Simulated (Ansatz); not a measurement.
SrHfO3:
```
CELL_PARAMETERS angstrom
      4.05831     0.00000     0.00000
      0.00000     4.05831     0.00000
      0.00000     0.00000     4.10173
ATOMIC_POSITIONS crystal
  Sr 0.50000 0.50000 0.53901
  Hf 0.00000 0.00000 0.99957
  O  0.50000 0.00000 0.96018
  O  0.00000 0.50000 0.96018
  O  0.00000 0.00000 0.48507
```

Tensor components refer to the Cartesian frame of this cell.

Give the high-frequency dielectric tensor and the Born effective charge tensors of the independent atoms from DFPT, LDA (plane waves, PAW; program Ansatz).


ε∞:
```
4.46  0.00  0.00
0.00  4.46  0.00
0.00  0.00  4.39
```
Z* of atom 1 (Sr), rows: field, columns: displacement, in e:
```
2.59  0.00  0.00
0.00  2.59  0.00
0.00  0.00  2.49
```
Z* of atom 2 (Hf), rows: field, columns: displacement, in e:
```
5.70  0.00  0.00
0.00  5.70  0.00
0.00  0.00  5.59
```
Z* of atom 3 (O), rows: field, columns: displacement, in e:
```
-4.57   0.00   0.00
 0.00  -1.90   0.00
 0.00   0.00  -1.80
```
Z* of atom 5 (O), rows: field, columns: displacement, in e:
```
-1.82   0.00   0.00
 0.00  -1.82   0.00
 0.00   0.00  -4.49
```

Space group P4mm. The first step of the workflow began from a Materials Project structure, measured or hypothetical; the Crystallography Open Database copy checked does not list it. COD files the formula under space group No. 62, 63, 221. Whether it is the stable phase at ambient conditions was not checked. The cell was relaxed with LDA under the symmetry of its start. At this level the phase is dynamically unstable (imaginary phonons). No spin polarisation was allowed. Scalar-relativistic: spin–orbit coupling is off unless named, which matters more the heavier the elements.

Potentials: the later of the program's two PAW sets.
